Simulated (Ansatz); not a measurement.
## What DFT gives for YSb2Rh2

```
Y Sb Rh
1.0
     0.00000    4.44976    0.00000
     4.44976    0.00000    0.00000
     2.22488    2.22488   -5.53481
Y Sb Rh
1 2 2
Direct
  0.00000 0.00000 0.00000
  0.37800 0.37800 0.24400
  0.62200 0.62200 0.75600
  0.75000 0.25000 0.50000
  0.25000 0.75000 0.50000
```

The numbers come from plane-wave PAW DFT (Ansatz): r2SCAN, with U_eff = 2.49 eV on Rh d (all-electron-ortho-atomic projectors), no spin polarisation, 500 eV, 8×8×8 Γ-centred k points, fermi-dirac occupations (width 0.1 eV). Nothing was relaxed.

Question: What do density and ELF say about some of the short contacts?

Answer: Sb–Rh at 2.64 Å: least valence density 0.42 e/Å³ and ELF 0.35 there. Sb–Sb at 2.70 Å: least valence density 0.43 e/Å³ and ELF 0.56 there. Y–Sb at 3.42 Å: least valence density 0.12 e/Å³ and ELF 0.13 there. These are pseudo-fields; inside the PAW spheres they differ from the all-electron ones.

Question: What happens at the Fermi level?

Answer: It is a metal, with about 3.7 states/eV a cell as the mean within 0.25 eV of the Fermi level, mostly Rh d (54 %), Y d (20 %) and Sb p (19 %).

Question: Is the cell too large or too small?

Answer: The pressure is -5.9 GPa (compression positive), so with the atoms held at these fractions the cell would first shrink; the forces are large, so a full relaxation may end otherwise. The principal stresses -6.8, -6.8, -3.9 GPa differ, so its shape would change too.

Question: Where is the largest force?

Answer: The largest is on Sb3 (and as large on other atoms): 1.58 eV/Å, components (0.00, 0.00, 1.58). It makes 58° with the line to a nearest neighbour, Rh4 at 2.64 Å.

Origin: a known structure type with other elements, at an estimated volume, so it need not be a known compound. Caveats: a Hubbard term without moments, so a magnetic state may lie lower; atoms or cell far from equilibrium.
